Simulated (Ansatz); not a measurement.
An Ansatz (a program for electronic structure) input:

Ansatz 0.2 input:
```yaml
crystal:
  lattice:
    - [-4.3001621614, 4.3001621614, 4.3001621614]
    - [4.3001621614, -4.3001621614, 4.3001621614]
    - [4.3001621614, 4.3001621614, -4.3001621614]
  atoms:
    - { symbol: La, position: [0.0, 0.0, 0.0] }
    - { symbol: As, position: [0.5001795733, 0.3495083842, 0.1506711891] }
    - { symbol: As, position: [0.4998204267, 0.6504916158, 0.8493288109] }
    - { symbol: As, position: [0.198837195, 0.3495083842, 0.8493288109] }
    - { symbol: As, position: [0.801162805, 0.6504916158, 0.1506711891] }
    - { symbol: As, position: [0.1506711891, 0.5001795733, 0.3495083842] }
    - { symbol: As, position: [0.8493288109, 0.4998204267, 0.6504916158] }
    - { symbol: As, position: [0.8493288109, 0.198837195, 0.3495083842] }
    - { symbol: As, position: [0.1506711891, 0.801162805, 0.6504916158] }
    - { symbol: As, position: [0.3495083842, 0.1506711891, 0.5001795733] }
    - { symbol: As, position: [0.6504916158, 0.8493288109, 0.4998204267] }
    - { symbol: As, position: [0.3495083842, 0.8493288109, 0.198837195] }
    - { symbol: As, position: [0.6504916158, 0.1506711891, 0.801162805] }
    - { symbol: Ru, position: [0.5, 0.5, 0.5] }
    - { symbol: Ru, position: [0.0, 0.0, 0.5] }
    - { symbol: Ru, position: [0.5, 0.0, 0.0] }
    - { symbol: Ru, position: [0.0, 0.5, 0.0] }
kpoints:
  mp_grid: { grid: [5, 5, 5] }
  band_path:
    path:
      - [[0.0, 0.0, 0.0], [0.5, -0.5, 0.5], [0.0, 0.0, 0.5], [0.0, 0.0, 0.0], [0.25, 0.25, 0.25], [0.5, -0.5, 0.5]]  # Γ-H-N-Γ-P-H
      - [[0.25, 0.25, 0.25], [0.0, 0.0, 0.5]]  # P-N
    npoints: 12
basis: { xc_grid: 2 }
hamiltonian:
  xc: pbe
  pseudopotentials: { kind: paw }
magnetization: { noncollinear: true, spin_orbit: true }
scf:
  n_extra_bands: 35
  convergence: { dr2_threshold: 0.0000000001 }
  occupations: { method: gaussian, width: 0.05 }
output: { eigenvalues: true }
```

Problem. How many symmetry operations and irreducible k-points will the run report?

Solution. 24 operations, 11 of 125 k-points.

Problem. With a cutoff of 420 eV, how many plane waves at Γ?

Solution. 6339.

It took roughly 30 core-minutes on shared server cores.

Space group Im-3. The start of the workflow was typed in or built on a structure type; neither database checked (COD, Materials Project) lists it. Its standing as an ambient phase is unchecked. Symmetry was held in the PBE relaxation; whether a distortion lowers the energy is not shown. The run is not spin-polarised.

Potentials: the later of the program's two PAW sets.

Ansatz is a plane-wave DFT program.
